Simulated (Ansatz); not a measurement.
Crystals of one space group, with the same sites and like axis ratios (P4/nmm), relaxed and computed with DFT-PBEsol in the program Ansatz with PAW potentials.

```
crystal  a (Å)  V (Å³/atom)  spin order, net moment (μB/atom)  highest Γ mode, no LO–TO term (cm⁻¹)  B₀ by P(V) fit (GPa)  ΔH_f (eV/atom)
-------  -----  -----------  --------------------------------  ------------------------------------  --------------------  --------------
Cr2C     3.077         8.88                  moments vanished                                   576                   334            0.14
Zr2C     3.602        14.92                not spin-polarised                                   412                   169           -0.01
Hf2C     3.584        14.54                not spin-polarised                                   417                   178            0.10
Ta2C       ___          ___                not spin-polarised                                   ___                   ___             ___
```

Task: What belongs in the gaps?

Result: 
- Ta2C, a (Å): 3.486
- Ta2C, V (Å³/atom): 13.09
- Ta2C, highest Γ mode, no LO–TO term (cm⁻¹): 461
- Ta2C, B₀ by P(V) fit (GPa): 268
- Ta2C, ΔH_f (eV/atom): 0.31

Constructed cells (a structure type filled with these elements, in neither database checked): Cr2C, P4/nmm (Cr on 2a, Cr on 2c, C on 2c); Zr2C, P4/nmm (Zr on 2a, Zr on 2c, C on 2c); Hf2C, P4/nmm (Hf on 2a, Hf on 2c, C on 2c); Ta2C, P4/nmm (Ta on 2a, Ta on 2c, C on 2c). Began spin-polarised and lost the moments: Cr2C, P4/nmm (Cr on 2a, Cr on 2c, C on 2c). All cells were relaxed under the symmetry of their starts (and spin orders); stability against distortions was not tested throughout. Rows with no word on spin ran without spin polarisation. Spin–orbit coupling is left out wherever it is not named.

Potentials: the later of the program's two PAW sets.

Formation energies count from the lowest solids of the elements computed at the same level, not from gases.
